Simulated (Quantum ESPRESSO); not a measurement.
Si2PCN3, one run as intended and one with a planted mistake

Simulated, not a measurement. The program is pw.x of Quantum ESPRESSO 7.5 (plane-wave density functional theory). The cell is made up: 7 atoms on a zincblende/diamond lattice with one site empty, with randomly drawn elements, strain and displacements, not relaxed. PseudoDojo standard norm-conserving files (v0.5 for PBE, v0.4.1 for LDA and PBEsol) set the functional; there is no spin polarisation, spin-orbit coupling or dispersion term, and the masses in the input are unused placeholders.

Intended input:

```
&control calculation='scf', pseudo_dir='./dojo.nc.sr.pbe.v0_5.standard.upf', outdir='./o', disk_io='medium', tprnfor=.true., tstress=.true. /
&system ibrav=0, nat=7, ntyp=4, nbnd=22, ecutwfc=84.00895049, nosym=.true., tot_charge=0,
 occupations='smearing', smearing='fd', degauss=0.0018374661
/
&electrons conv_thr=7.350e-09, electron_maxstep=60, /
ATOMIC_SPECIES
C 1.0 C.upf
N 1.0 N.upf
P 1.0 P.upf
Si 1.0 Si.upf
CELL_PARAMETERS angstrom
4.0778 0.0298 0.0188
0.0298 4.0698 -0.0395
0.0188 -0.0395 4.2128
ATOMIC_POSITIONS angstrom
Si 0.0475 -0.0435 0.0333
Si 0.0249 1.913 1.9614
P 2.029 1.9579 -0.0984
C 1.1288 1.1259 1.056
N 1.0637 2.9698 3.1739
N 3.0522 1.0607 3.2131
N 3.0901 3.0152 0.9051
K_POINTS automatic
4 4 4 1 1 1
```

The log is shortened where brackets say so; the opening notice, blank lines, dates and the lines on written files are dropped, and the path of the files is cut. It prints rydbergs, bohrs and kilobars, and counts compression as positive stress. Where no state is partly filled, the Fermi energy that it prints is only some level between the filled and the empty states on the mesh, and need not lie in the true gap.

Log of the intended run:

```
     Program PWSCF v.7.5
     Parallel version (MPI & OpenMP), running on       1 processor cores
     Number of MPI processes:                 1
     Threads/MPI process:                     1
     [start-up lines left out]
     bravais-lattice index     =            0
     lattice parameter (alat)  =       7.7062  a.u.
     unit-cell volume          =     471.7310 (a.u.)^3
     number of atoms/cell      =            7
     number of atomic types    =            4
     number of electrons       =        32.00
     number of Kohn-Sham states=           22
     kinetic-energy cutoff     =      84.0090  Ry
     charge density cutoff     =     336.0358  Ry
     scf convergence threshold =      7.3E-09
     mixing beta               =       0.7000
     number of iterations used =            8  plain     mixing
     Exchange-correlation= PBE
                           (   1   4   3   4   0   0   0)
     [axes and pseudopotential details left out]
   Cartesian axes
     site n.     atom                  positions (alat units)
         1        Si     tau(   1) = (   0.0116480  -0.0106671   0.0081659  )
         2        Si     tau(   2) = (   0.0061060   0.4691080   0.4809767  )
         3        P      tau(   3) = (   0.4975536   0.4801184  -0.0241298  )
         4        C      tau(   4) = (   0.2768056   0.2760945   0.2589535  )
         5        N      tau(   5) = (   0.2608417   0.7282577   0.7783073  )
         6        N      tau(   6) = (   0.7484639   0.2601060   0.7879200  )
         7        N      tau(   7) = (   0.7577578   0.7393907   0.2219496  )
     number of k points=    32  Fermi-Dirac smearing, width (Ry)=  0.0018
                       cart. coord. in units 2pi/alat
        k(    1) = (   0.1235266   0.1255263   0.1216246), wk =   0.0625000
        k(    2) = (   0.1223936   0.1278836   0.3636495), wk =   0.0625000
     [further k points left out]
     Dense  grid:    49095 G-vectors     FFT dimensions: (  45,  45,  48)
     Estimated max dynamical RAM per process >      55.93 MB
     Initial potential from superposition of free atoms
     starting charge      31.9986, renormalised to      32.0000
     Starting wfcs are   28 randomized atomic wfcs
     total cpu time spent up to now is        5.2 secs
     per-process dynamical memory:    43.3 Mb
     Self-consistent Calculation
     iteration #  1     ecut=    84.01 Ry     beta= 0.70
     Davidson diagonalization with overlap
     ethr =  1.00E-02,  avg # of iterations =  3.4
     total cpu time spent up to now is       14.7 secs
     total energy              =    -104.38553587 Ry
     estimated scf accuracy    <       1.86767024 Ry
     iteration #  2     ecut=    84.01 Ry     beta= 0.70
     Davidson diagonalization with overlap
     ethr =  5.84E-03,  avg # of iterations =  2.0
     total cpu time spent up to now is       22.4 secs
     total energy              =    -104.94185191 Ry
     estimated scf accuracy    <       1.01129899 Ry
     [iterations 3 to 10 left out]
     iteration # 11     ecut=    84.01 Ry     beta= 0.70
     Davidson diagonalization with overlap
     ethr =  1.05E-10,  avg # of iterations =  3.7
     total cpu time spent up to now is       89.6 secs
     total energy              =    -105.12281562 Ry
     estimated scf accuracy    <       0.00000003 Ry
     iteration # 12     ecut=    84.01 Ry     beta= 0.70
     Davidson diagonalization with overlap
     ethr =  9.54E-11,  avg # of iterations =  2.0
     total cpu time spent up to now is       94.4 secs
     End of self-consistent calculation
     [lines on levels left out]
     the Fermi energy is    10.6043 ev
!    total energy              =    -105.12281562 Ry
     estimated scf accuracy    <          3.3E-09 Ry
     smearing contrib. (-TS)   =      -0.00000000 Ry
     internal energy E=F+TS    =    -105.12281562 Ry
     The total energy is F=E-TS. E is the sum of the following terms:
     one-electron contribution =       2.50925946 Ry
     hartree contribution      =      19.49400473 Ry
     xc contribution           =     -33.69473684 Ry
     ewald contribution        =     -93.43134297 Ry
     convergence has been achieved in  12 iterations
     Forces acting on atoms (cartesian axes, Ry/au):
     atom    1 type  4   force =    -0.00424561    0.03530555   -0.01030131
     atom    2 type  4   force =    -0.11365707    0.14696818    0.14809356
     atom    3 type  3   force =    -0.00378490    0.11550172    0.07215590
     atom    4 type  1   force =     0.06036418   -0.16233352   -0.14003181
     atom    5 type  2   force =    -0.00872310   -0.04818818   -0.02414570
     atom    6 type  2   force =     0.08603554   -0.04429487   -0.04978338
     atom    7 type  2   force =    -0.01598904   -0.04295888    0.00401274
     Total force =     0.378057     Total SCF correction =     0.000058
     Computing stress (Cartesian axis) and pressure
          total   stress  (Ry/bohr**3)                   (kbar)     P=       54.31
   0.00014952  -0.00065668  -0.00108208           22.00      -96.60     -159.18
  -0.00065668   0.00064088   0.00061744          -96.60       94.28       90.83
  -0.00108208   0.00061744   0.00031714         -159.18       90.83       46.65
     init_run     :      4.93s CPU      5.04s WALL (       1 calls)
     electrons    :     84.70s CPU     89.23s WALL (       1 calls)
     forces       :      0.98s CPU      1.01s WALL (       1 calls)
     stress       :      3.96s CPU      4.00s WALL (       1 calls)
     [timing details left out]
     PWSCF        :   1m34.76s CPU   1m39.52s WALL
     JOB DONE.
```

A second run has one planted mistake: the cell has the wrong charge. The input lines that differ, file-writing options aside:

```
- &system ibrav=0, nat=7, ntyp=4, nbnd=22, ecutwfc=84.00895049, nosym=.true., tot_charge=0,
+ &system ibrav=0, nat=7, ntyp=4, nbnd=22, ecutwfc=84.00895049, nosym=.true., tot_charge=1,
```

Its log:

```
     Program PWSCF v.7.5
     Parallel version (MPI & OpenMP), running on       1 processor cores
     Number of MPI processes:                 1
     Threads/MPI process:                     1
     [start-up lines left out]
     bravais-lattice index     =            0
     lattice parameter (alat)  =       7.7062  a.u.
     unit-cell volume          =     471.7310 (a.u.)^3
     number of atoms/cell      =            7
     number of atomic types    =            4
     number of electrons       =        31.00
     number of Kohn-Sham states=           22
     kinetic-energy cutoff     =      84.0090  Ry
     charge density cutoff     =     336.0358  Ry
     scf convergence threshold =      7.3E-09
     mixing beta               =       0.7000
     number of iterations used =            8  plain     mixing
     Exchange-correlation= PBE
                           (   1   4   3   4   0   0   0)
     [axes and pseudopotential details left out]
   Cartesian axes
     site n.     atom                  positions (alat units)
         1        Si     tau(   1) = (   0.0116480  -0.0106671   0.0081659  )
         2        Si     tau(   2) = (   0.0061060   0.4691080   0.4809767  )
         3        P      tau(   3) = (   0.4975536   0.4801184  -0.0241298  )
         4        C      tau(   4) = (   0.2768056   0.2760945   0.2589535  )
         5        N      tau(   5) = (   0.2608417   0.7282577   0.7783073  )
         6        N      tau(   6) = (   0.7484639   0.2601060   0.7879200  )
         7        N      tau(   7) = (   0.7577578   0.7393907   0.2219496  )
     number of k points=    32  Fermi-Dirac smearing, width (Ry)=  0.0018
                       cart. coord. in units 2pi/alat
        k(    1) = (   0.1235266   0.1255263   0.1216246), wk =   0.0625000
        k(    2) = (   0.1223936   0.1278836   0.3636495), wk =   0.0625000
     [further k points left out]
     Dense  grid:    49095 G-vectors     FFT dimensions: (  45,  45,  48)
     Estimated max dynamical RAM per process >      55.93 MB
     Initial potential from superposition of free atoms
     starting charge      31.9986, renormalised to      31.0000
     Starting wfcs are   28 randomized atomic wfcs
     total cpu time spent up to now is        5.5 secs
     per-process dynamical memory:    43.2 Mb
     Self-consistent Calculation
     iteration #  1     ecut=    84.01 Ry     beta= 0.70
     Davidson diagonalization with overlap
     ethr =  1.00E-02,  avg # of iterations =  3.4
     total cpu time spent up to now is       16.8 secs
     total energy              =    -104.99914170 Ry
     estimated scf accuracy    <       2.07014710 Ry
     iteration #  2     ecut=    84.01 Ry     beta= 0.70
     Davidson diagonalization with overlap
     ethr =  6.68E-03,  avg # of iterations =  2.0
     total cpu time spent up to now is       26.1 secs
     total energy              =    -105.44439931 Ry
     estimated scf accuracy    <       1.58644707 Ry
     [iterations 3 to 11 left out]
     iteration # 12     ecut=    84.01 Ry     beta= 0.70
     Davidson diagonalization with overlap
     ethr =  2.71E-10,  avg # of iterations =  2.5
     total cpu time spent up to now is       97.5 secs
     total energy              =    -105.80569925 Ry
     estimated scf accuracy    <       0.00000001 Ry
     iteration # 13     ecut=    84.01 Ry     beta= 0.70
     Davidson diagonalization with overlap
     ethr =  4.42E-11,  avg # of iterations =  2.1
     total cpu time spent up to now is      102.4 secs
     End of self-consistent calculation
     [lines on levels left out]
     the Fermi energy is     8.8604 ev
!    total energy              =    -105.80569925 Ry
     estimated scf accuracy    <          1.3E-09 Ry
     smearing contrib. (-TS)   =      -0.00039319 Ry
     internal energy E=F+TS    =    -105.80530606 Ry
     The total energy is F=E-TS. E is the sum of the following terms:
     one-electron contribution =       1.24692473 Ry
     hartree contribution      =      19.11882396 Ry
     xc contribution           =     -32.73971179 Ry
     ewald contribution        =     -93.43134297 Ry
     convergence has been achieved in  13 iterations
     Forces acting on atoms (cartesian axes, Ry/au):
     atom    1 type  4   force =    -0.02568566    0.01234281   -0.04489587
     atom    2 type  4   force =    -0.15156921    0.17473830    0.21793729
     atom    3 type  3   force =     0.04351297    0.15542554    0.00581166
     atom    4 type  1   force =     0.07229934   -0.17961707   -0.13106283
     atom    5 type  2   force =     0.00063043   -0.06459603   -0.01154948
     atom    6 type  2   force =     0.08234418   -0.04987865   -0.04791019
     atom    7 type  2   force =    -0.02153204   -0.04841490    0.01166941
     Total force =     0.450995     Total SCF correction =     0.000030
     Computing stress (Cartesian axis) and pressure
          total   stress  (Ry/bohr**3)                   (kbar)     P=     -240.52
  -0.00181909  -0.00018855  -0.00152239         -267.60      -27.74     -223.95
  -0.00018855  -0.00152779   0.00088838          -27.74     -224.75      130.68
  -0.00152239   0.00088838  -0.00155815         -223.95      130.68     -229.21
     init_run     :      5.14s CPU      5.35s WALL (       1 calls)
     electrons    :     89.62s CPU     96.92s WALL (       1 calls)
     forces       :      0.76s CPU      0.78s WALL (       1 calls)
     stress       :      2.76s CPU      2.78s WALL (       1 calls)
     [timing details left out]
     PWSCF        :   1m38.46s CPU   1m46.10s WALL
     JOB DONE.
```

```
                                            intended run  run with the mistake
                          free energy (eV)     -1430.269             -1439.560
                    smearing term -TS (eV)        0.0000               -0.0053
                            pressure (GPa)          5.43                -24.05
            largest force component (eV/Å)         4.174                 5.603
largest change of a force component (eV/Å)                               1.796
                                iterations            12                    13
```

For scale, a rerun of the intended cell at 1437 eV and a 6 x 6 x 6 mesh moved values by no more than 0.002 eV in energy, 0.02 GPa in stress and 0.005 eV/Å in force. The charged cell sits in a uniform background, so its energy and stress rest on the program's zero of potential.